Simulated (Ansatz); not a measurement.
BaGe3Rh:
```cif
data_BaGe3Rh
_chemical_formula_sum 'Ba1 Ge3 Rh1'
_space_group_name_H-M_alt 'P 1'
_space_group_IT_number 1
_cell_length_a 6.06442
_cell_length_b 6.06442
_cell_length_c 6.06442
_cell_angle_alpha 136.013
_cell_angle_beta 136.013
_cell_angle_gamma 63.960
loop_
_space_group_symop_operation_xyz
  'x, y, z'
loop_
_atom_site_label
_atom_site_type_symbol
_atom_site_fract_x
_atom_site_fract_y
_atom_site_fract_z
_atom_site_occupancy
Ba1 Ba 0.59127 0.59127 0.00000 1
Ge1 Ge 0.99770 0.99770 0.00000 1
Ge2 Ge 0.34331 0.84331 0.50000 1
Ge3 Ge 0.84331 0.34331 0.50000 1
Rh1 Rh 0.24172 0.24172 0.00000 1
```

This is the r²SCAN-relaxed structure.

### Question
All from DFT-r²SCAN in the program Ansatz with PAW potentials, unless another level is named. Predict the electronic character.

### Answer
metallic (no gap).

### Question
And the density of states at the Fermi level?

### Answer
0.34 states/eV per atom (mean over ±0.08 eV).

### Question
And the formation energy from the elements (no fitted shifts)?

### Answer
-0.59 eV/atom.

Space group I4mm. The first step of the workflow began from a Materials Project structure, measured or hypothetical; the Crystallography Open Database copy checked does not list it. Its standing as an ambient phase is unchecked. The cell was relaxed with r²SCAN under the symmetry of its start; its stability against distortions is not shown here. No spin polarisation was allowed. The references are the lowest solids computed at this level, not always the standard phases. Scalar-relativistic: spin–orbit coupling is off unless named, which matters more the heavier the elements.

Potentials: the later of the program's two PAW sets.
